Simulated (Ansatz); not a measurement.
**Stability checks on a candidate for AlGa2N3**

The structure comes from a generated guess, relaxed at this level; another structure or a mixture of phases may lie lower.

Computed with Ansatz 0.2.0, DFT PBE, scalar-relativistic, plane waves, PAW. Settings of the last relaxation (6-atom cell): 420 eV, 12×12×12 k points, Gaussian smearing of 0.02 eV, no spin polarisation.

```cif
data_structure
_symmetry_space_group_name_H-M 'I-4m2'
_symmetry_Int_Tables_number 119
_cell_length_a 3.1846
_cell_length_b 3.1846
_cell_length_c 13.4716
_cell_angle_alpha 90.000
_cell_angle_beta 90.000
_cell_angle_gamma 90.000
_cell_volume 136.63
loop_
_atom_site_label
_atom_site_type_symbol
_atom_site_symmetry_multiplicity
_atom_site_Wyckoff_symbol
_atom_site_fract_x
_atom_site_fract_y
_atom_site_fract_z
_atom_site_occupancy
Al1 Al 2 b 0.50000 0.50000 0.00000 1
Ga1 Ga 4 e 0.50000 0.50000 0.33539 1
N1 N 4 f 0.50000 0.00000 0.42152 1
N2 N 2 c 0.00000 0.50000 0.25000 1
```

The zero of energy is the elements' standard structures at the same level (N₂ as a molecule); no fitted shifts are applied.

Q: These tests were run: energy against the elements; random kick, then relaxation without symmetry; phonons at Γ; elastic tensor. What do they show?

A:

```tsv
test	result
energy against the elements	−0.738 eV/atom
random kick, then relaxation without symmetry	returns
phonons at Γ	lowest optical mode 170 cm⁻¹
elastic tensor	least eigenvalue 64 GPa
```

It fails none of these tests. Other phases of the system weren't compared here, so this isn't yet thermodynamic stability. Phonons away from Γ weren't computed.

The kick test ran on a coarse mesh. The run for the phonons used a 12×12×12 k mesh. The run for the elastic tensor used a 12×12×12 k mesh.
